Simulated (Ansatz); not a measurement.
Si:
```xyz
23
Lattice="-5.0309 5.0309 5.0309 5.0309 -5.0309 5.0309 5.0309 5.0309 -5.0309" Properties=species:S:1:pos:R:3 pbc="T T T"
Si     0.0000     0.0000     0.0000
Si     1.3659     1.3659     1.3659
Si     3.6650     3.6650    -3.6650
Si     3.6650    -3.6650     3.6650
Si    -3.6650     3.6650     3.6650
Si     2.5154     5.0309     0.0000
Si     2.5154     0.0000     5.0309
Si     0.0000     2.5154     5.0309
Si     5.0309     2.5154     0.0000
Si     5.0309     0.0000     2.5154
Si     0.0000     5.0309     2.5154
Si     0.8519     0.8519     3.5892
Si     4.1790     4.1790    -1.4416
Si    -0.8519     0.8519     6.4725
Si     0.8519    -0.8519     6.4725
Si     3.5892     0.8519     0.8519
Si    -1.4416     4.1790     4.1790
Si     6.4725    -0.8519     0.8519
Si     6.4725     0.8519    -0.8519
Si     0.8519     3.5892     0.8519
Si     4.1790    -1.4416     4.1790
Si     0.8519     6.4725    -0.8519
Si    -0.8519     6.4725     0.8519
```

Relaxed with r²SCAN. The program Ansatz at the r²SCAN level (PAW) gives a gap of 1.49 eV.

Question: What gap does HSE06 give on the same cell (Ansatz, PAW)?

Answer: 1.92 eV, 0.42 eV more. The hybrid was solved on a coarser mesh and at special points; its gap is the smallest among all of these.

| k | v1 r²SCAN | c1 r²SCAN | v1 HSE06 | c1 HSE06 |
|---|---|---|---|---|
| Γ | -0.43 | 1.69 | [?] | [?] |
| H | -0.23 | 1.60 | [?] | [?] |
| P | -0.04 | 2.33 | [?] | [?] |
| N | 0.00 | 2.27 | 0.00 | 2.70 |

Question: Top valence (v1) and lowest conduction level (c1) in eV from each method's valence maximum (which need not be a listed point): supply the withheld HSE06 values.

Answer: 
- Γ, v1 HSE06: -0.43
- Γ, c1 HSE06: 2.07
- P, v1 HSE06: -0.04
- P, c1 HSE06: 2.76
- H, v1 HSE06: -0.25
- H, c1 HSE06: 2.01

Cost on shared cores: the r²SCAN run (SCF on a 4×4×4 mesh, then bands and DOS) about 11 core-minutes (a rough figure), the HSE06 run (SCF on 3×3×3, then a few points) very roughly 13 core-minutes; the tasks are unlike.

Space group I-43m. The start of the workflow was typed in or built on a structure type; the Crystallography Open Database copy checked does not list it. It is not the phase usual at ambient conditions (space group No. 227). The cell was relaxed with r²SCAN under the symmetry of its start; its stability against distortions is not shown here.

Potentials: the later of the program's two PAW sets.
